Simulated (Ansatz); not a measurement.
Input:

SiO2:
```yaml
crystal:
  lattice:
    - [4.92059, 0.00000, 0.00000]
    - [-2.46030, 4.26136, 0.00000]
    - [0.00000, 0.00000, 5.41657]
  atoms:
    - { symbol: Si, position: [0.53106, 0.53106, 0.00000] }
    - { symbol: Si, position: [0.46894, 0.00000, 0.33333] }
    - { symbol: Si, position: [0.00000, 0.46894, 0.66667] }
    - { symbol: O, position: [0.26907, 0.41313, 0.78454] }
    - { symbol: O, position: [0.58687, 0.85593, 0.11788] }
    - { symbol: O, position: [0.14407, 0.73093, 0.45121] }
    - { symbol: O, position: [0.41313, 0.26907, 0.21546] }
    - { symbol: O, position: [0.85593, 0.58687, 0.88212] }
    - { symbol: O, position: [0.73093, 0.14407, 0.54879] }
```

This is the r²SCAN-relaxed structure. Cartesian axes are those of the cell as given.

### Question
All from r²SCAN in the plane-wave PAW code Ansatz, unless another level is named. Give the zero-point energy.

### Answer
105.4 meV/atom.

### Question
And the piezoelectric stress constants (proper, relaxed ions, C/m²)?

### Answer
e11 = 0.17, e12 = e26 = -0.17, e14 = -0.04, e25 = 0.04.

### Question
Next, the vibrational entropy at 300 K?

### Answer
13.9 J/(K·mol of atoms).

### Question
And the highest zone-centre frequency (without LO–TO term)?

### Answer
1164 cm⁻¹.

Space group P3_121. Symmetry was held in the r²SCAN relaxation. Signs of piezoelectric constants follow the polarity of the cell as given.

Potentials: the earlier of the program's two PAW sets. The files were generated under PBE; for other functionals the program regenerates the frozen cores, and for LDA and PBEsol the local potential too.
